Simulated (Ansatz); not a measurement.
# GaN: band masses and rigid-band transport — Ansatz, plane waves and PAW

Space group P6_3mc (No. 186), 4 atoms in the cell of the first input below: a = 3.180 Å, b = 3.180 Å, c = 5.166 Å, α = 90.00°, β = 90.00°, γ = 120.00°.

The structure is a measured one, not always of the ambient phase, taken without relaxation (pressure 1.1 GPa with this functional, without spin–orbit coupling). Functional: r2SCAN.

Spin–orbit coupling is left out. Kohn–Sham gap between the band edges found on a fine mesh: 2.38 eV.

Levels at points 0.012 Å⁻¹ about the band edges give the masses:

```yaml
crystal:
  lattice:
    - [3.1799990132, 1.0e-10, 0.0]
    - [-1.5899995067, 2.7539599294, 0.0]
    - [0.0, 0.0, 5.1659989486]
  atoms:
    - { symbol: Ga, position: [0.3333333333, 0.6666666667, 0.0] }
    - { symbol: Ga, position: [0.6666666667, 0.3333333333, 0.5] }
    - { symbol: "N", position: [0.3333333333, 0.6666666667, 0.375] }
    - { symbol: "N", position: [0.6666666667, 0.3333333333, 0.875] }
basis:
  ecutwfc: 500
  ecutrho_ratio: 4
kpoints:
  mp_grid: { grid: [12, 12, 8] }
hamiltonian:
  xc: r2scan
scf:
  occupations: { method: gaussian, width: 0.05 }
output:
  forces: true
  stress: true
  eigenvalues: true
  eigenstates:
    kpoints:
      - [0.0, 0.0, 0.0]
      - [0.006073351, -0.003036675, 0.0]
      - [-0.006073351, 0.003036675, 0.0]
      - [0.0, 0.005259676, 0.0]
      - [0.0, -0.005259676, 0.0]
      - [0.0, 0.0, 0.009866331]
      - [0.0, 0.0, -0.009866331]
      - [0.004294507, 0.001571899, 0.0]
      - [-0.004294507, -0.001571899, 0.0]
      - [0.004294507, -0.002147254, 0.00697655]
      - [-0.004294507, 0.002147254, -0.00697655]
      - [0.0, 0.003719153, 0.00697655]
      - [0.0, -0.003719153, -0.00697655]
      - [0.003506451, 0.00128345, 0.005696329]
      - [-0.003506451, -0.00128345, -0.005696329]
      - [0.0, 0.0, 0.0]
      - [0.006073351, -0.003036675, 0.0]
      - [-0.006073351, 0.003036675, 0.0]
      - [0.0, 0.005259676, 0.0]
      - [0.0, -0.005259676, 0.0]
      - [0.0, 0.0, 0.009866331]
      - [0.0, 0.0, -0.009866331]
      - [0.004294507, 0.001571899, 0.0]
      - [-0.004294507, -0.001571899, 0.0]
      - [0.004294507, -0.002147254, 0.00697655]
      - [-0.004294507, 0.002147254, -0.00697655]
      - [0.0, 0.003719153, 0.00697655]
      - [0.0, -0.003719153, -0.00697655]
      - [0.003506451, 0.00128345, 0.005696329]
      - [-0.003506451, -0.00128345, -0.005696329]
    de_dk: true
    e_range: [-1.791926016029, 1.791199513652]
```

```bash
ansatz run input.yaml --threads 4 --pin off --max-ram 9216MiB --backend cpu --events-out ev --progress --plain --runs-dir out
```

Time: 16 s on 4 threads of Intel(R) Xeon(R) Processor @ 2.50GHz (Skylake/Cascade Lake), on a shared host, peak memory 0.56 GiB.

Edges at k = (0.000, 0.000, 0.000) and (0.000, 0.000, 0.000); masses in electron masses along fixed Cartesian directions (which need not be the axes of a valley), negative for hole-like bands, for at most the three nearest levels of the same spin at these k-points, within 0.3 eV:

```
      edge  band  from the edge (meV)  degeneracy       x       y       z     111
   valence     1                    0           2  -2.225  -2.226  -2.001  -2.147
   valence     2                    0           2  -0.184  -0.184  -2.001  -0.268
   valence     3                   58           1  -1.413  -1.413  -0.153  -0.372
conduction     1                    0           1   0.190   0.190   0.174   0.184
```

These curvatures agree with the slopes at the same points. They hold at the edge alone, and further out the bands need not be parabolic. Degenerate bands can be warped: each is named by its order in energy along a direction and has no mass tensor of its own.

The states of the whole zone with their velocity products:

```yaml
crystal:
  lattice:
    - [3.1799990132, 1.0e-10, 0.0]
    - [-1.5899995067, 2.7539599294, 0.0]
    - [0.0, 0.0, 5.1659989486]
  atoms:
    - { symbol: Ga, position: [0.3333333333, 0.6666666667, 0.0] }
    - { symbol: Ga, position: [0.6666666667, 0.3333333333, 0.5] }
    - { symbol: "N", position: [0.3333333333, 0.6666666667, 0.375] }
    - { symbol: "N", position: [0.6666666667, 0.3333333333, 0.875] }
basis:
  ecutwfc: 500
  ecutrho_ratio: 4
kpoints:
  mp_grid: { grid: [12, 12, 8] }
hamiltonian:
  xc: r2scan
scf:
  occupations: { method: gaussian, width: 0.05 }
output:
  forces: true
  stress: true
  eigenvalues: true
  states_by_energy: { minimum_broadening: 0.05 }
```

```bash
ansatz run input.yaml --threads 4 --pin off --max-ram 9216MiB --backend cpu --events-out ev --progress --plain --runs-dir out
```

Time: 4.9 min on 4 threads of Intel(R) Xeon(R) Processor @ 2.50GHz (Skylake/Cascade Lake), on a shared host, peak memory 1.3 GiB.

From that table, at a constant relaxation time τ with Fermi–Dirac weights and rigid bands:

```csv
T (K),doping (cm⁻³),μ − E_F (eV),σ_xx/τ (10²⁰/Ω m s),S_xx (μV/K),Lorenz (10⁻⁸ V²/K²),"ħω_p,xx (eV)"
600,n 1e19,1.244,0.0129,-185,1.95,0.251
600,p 1e19,-1.022,0.00198,507,1.96,0.098
600,n 1e20,1.544,0.108,-58,2.29,0.726
600,p 1e20,-1.146,0.0198,312,1.97,0.311
600,n 1e21,2.399,0.627,-18,2.43,1.752
600,p 1e21,-1.316,0.196,138,2.08,0.979
900,n 1e19,1.200,0.0123,-235,1.89,0.245
900,p 1e19,-0.886,0.00197,564,1.92,0.098
900,n 1e20,1.531,0.105,-85,2.18,0.718
900,p 1e20,-1.069,0.0196,367,1.93,0.310
900,n 1e21,2.393,0.624,-26,2.41,1.747
900,p 1e21,-1.289,0.196,182,2.00,0.979
```

Question: Which of the dopings listed at 600 K has the largest power factor S²σ/τ along x?

Answer: n 1e19: 0.44, p 1e19: 0.51, n 1e20: 0.36, p 1e20: 1.9, n 1e21: 0.19, p 1e21: 3.7 (10¹¹ W/m K² s), so p 1e21 cm⁻³, if τ is the same for all.

Question: What conductivity mass along x follows from the plasma energy at 1e19 electrons per cm³ and 600 K, and how does it compare with the band-edge mass?

Answer: (ħω_p)² = ħ² n e²/(ε0 m) gives m = 0.219, against 0.190 at the edge: heavier. The same formula gives 0.262 at 1e20 cm⁻³, so the mass grows with filling, as the carriers reach where the band flattens or other valleys lie.

Caveats: melting, decomposition and changes of phase at these temperatures weren't checked; no scattering is computed, and the gap isn't corrected.
